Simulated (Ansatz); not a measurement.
InGaSbAs:
```yaml
crystal:
  lattice:
    - [4.37444, 0.00000, 0.00000]
    - [0.00000, 4.38781, 0.00000]
    - [0.00000, 0.00000, 12.42619]
  atoms:
    - { symbol: In, position: [0.00000, 0.00000, 0.99169] }
    - { symbol: As, position: [0.00000, 0.50000, 0.86772] }
    - { symbol: In, position: [0.50000, 0.50000, 0.74280] }
    - { symbol: As, position: [0.50000, 0.00000, 0.61781] }
    - { symbol: Ga, position: [0.00000, 0.00000, 0.50949] }
    - { symbol: Sb, position: [0.00000, 0.50000, 0.38470] }
    - { symbol: Ga, position: [0.50000, 0.50000, 0.25931] }
    - { symbol: Sb, position: [0.50000, 0.00000, 0.13539] }
```

Relaxed with PBE. Special points in fractions of this cell's reciprocal vectors: Γ (0.000, 0.000, 0.000); X (0.500, 0.000, 0.000); S (0.500, 0.500, 0.000); Y (0.000, 0.500, 0.000); Z (0.000, 0.000, 0.500); U (0.500, 0.000, 0.500); R (0.500, 0.500, 0.500); T (0.000, 0.500, 0.500).

Task: List the band energies nearest the Fermi level at these points for plane-wave PAW PBE (Ansatz code).

Result: In eV from the Fermi level; about four levels below and three above (degenerate sets whole), none deeper than 8.9 eV; points with the same levels are listed once.

```csv
k,below,above
Γ,-1.53 -0.67 -0.21 -0.15,0.01 1.11 1.19
X,-1.16 -1.15 -1.10 -1.06,0.36 0.37 1.99 1.99
S,-2.43 -2.43 -2.41 -2.39,1.27 1.30 1.33
Y,-1.16 -1.16 -1.06 -0.50,0.18 0.41 2.02
Z,-1.02 -0.92 -0.52 -0.27,0.88 1.03 1.41
U,-1.33 -1.30 -1.10 -1.06,1.27 1.27 1.42
R,-2.70 -2.69 -2.64 -2.60,1.90 2.03 2.05
T,-1.81 -1.28 -1.07 -0.50,0.77 1.37 1.40
```

Space group Pmm2. The start of the workflow was typed in or built on a structure type; neither database checked (COD, Materials Project) lists it. Whether it is the stable phase at ambient conditions was not checked. Symmetry was held in the PBE relaxation; whether a distortion lowers the energy is not shown. The Fermi level of a semimetal is unsure by some 0.05 eV on such meshes. Scalar-relativistic: spin–orbit coupling is off unless named, which matters more the heavier the elements.

Potentials: the earlier of the program's two PAW sets.
